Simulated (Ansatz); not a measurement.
Given:

GaNi:
```
GaNi
1.0
    2.87851     0.00000     0.00000
    0.00000     2.87851     0.00000
    0.00000     0.00000     2.87851
Ga Ni
1 1
Direct
  0.50000   0.50000   0.50000
  0.00000   0.00000   0.00000
```

This is the r²SCAN-relaxed structure.

All from plane-wave PAW r²SCAN (Ansatz code), unless another level is named. Predict the density of states at the Fermi level.

0.41 states/eV per atom (mean over ±0.08 eV).

What about the formation energy from the elements (no fitted shifts)?

-0.36 eV/atom.

Space group Pm-3m (CsCl type). A made-up cell: these elements were put on the sites of a structure type; the Crystallography Open Database files this formula in space group No. 221, but the cells were not matched. Its standing as an ambient phase is unchecked. The r²SCAN relaxation kept the symmetry of its start; whether a distortion lowers the energy is not shown. The workflow began spin-polarised and lost its moments. The references are the lowest solids computed at this level, not always the standard phases. Spin–orbit coupling is left out wherever it is not named.

Potentials: the earlier of the program's two PAW sets.
